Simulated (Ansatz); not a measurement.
Sb$_{2}$Se$_{3}$:
```xyz
5
Lattice="4.0693 0.0000 0.0000 -2.0347 3.5242 0.0000 0.0000 0.0000 10.5625" Properties=species:S:1:pos:R:3 pbc="T T T"
Sb     0.0000     2.3494     1.8957
Sb     2.0347     1.1747     8.6668
Se     0.0000     0.0000     0.0000
Se     0.0000     2.3494     7.1141
Se     2.0347     1.1747     3.4485
```

This is the PBE-relaxed structure.

**Question.** All from the program Ansatz at the PBE level (PAW), unless another level is named. Estimate the formation energy from the elements (no fitted shifts).

**Answer.** -0.26 eV/atom.

**Question.** Give the smallest direct gap on the standard path.

**Answer.** 0.47 eV.

**Question.** Predict the hole effective mass.

**Answer.** 0.27, 0.62, 2.2 mₑ (principal values).

**Question.** Predict the valence-band maximum.

**Answer.** on the K–Γ line, 88 % of the way from K.

Space group P-3m1 (La2O3 or Ni2Al3 type). The cell is a constructed one: a structure type filled with these elements; neither database checked (COD, Materials Project) lists it. It is not the phase usual at ambient conditions (space group No. 62). Symmetry was held in the PBE relaxation; its stability against distortions is not shown here. The references are the lowest solids computed at this level, not always the standard phases. Scalar-relativistic: spin–orbit coupling is off unless named, which matters more the heavier the elements.

Potentials: the earlier of the program's two PAW sets.
